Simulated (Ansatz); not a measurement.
A geometry of Ta away from equilibrium: step 2 of the relaxation of a relaxed Ta cell, doubled along one cell vector, shaken by Gaussian noise of σ = 0.08 Å a coordinate. The numbers are results of PBE (plane waves to 420 eV, PAW, scalar-relativistic; Ansatz, an electronic-structure program), not measurements. Γ-centred k-mesh 14×7×14 on the run's cell (coarser than for final values), Fermi–Dirac smearing 0.05 eV.

```xyz
2
Lattice="-1.6540 1.6649 1.6541 3.3178 -3.3311 3.3193 1.6565 1.6680 -1.6547" Properties=species:S:1:pos:R:3:forces:R:3 pbc="T T T" free_energy=-19866.402 pressure_GPa=0.3
Ta    -0.0653    -0.0160     0.1642    0.5042   -0.3418   -0.3554
Ta     1.7676    -1.7380     1.6717   -0.5042    0.3418    0.3554
```

Positions in Å, forces in eV/Å, free energy of the cell in eV (comparable only within this code, potentials and settings). Largest force: 0.71 eV/Å, on Ta1, Ta2 (atoms numbered as listed); the geometry lies 0.04 eV/atom above the end of its relaxation.

No spin polarisation in the result.

The run could not lose the symmetry of its start.
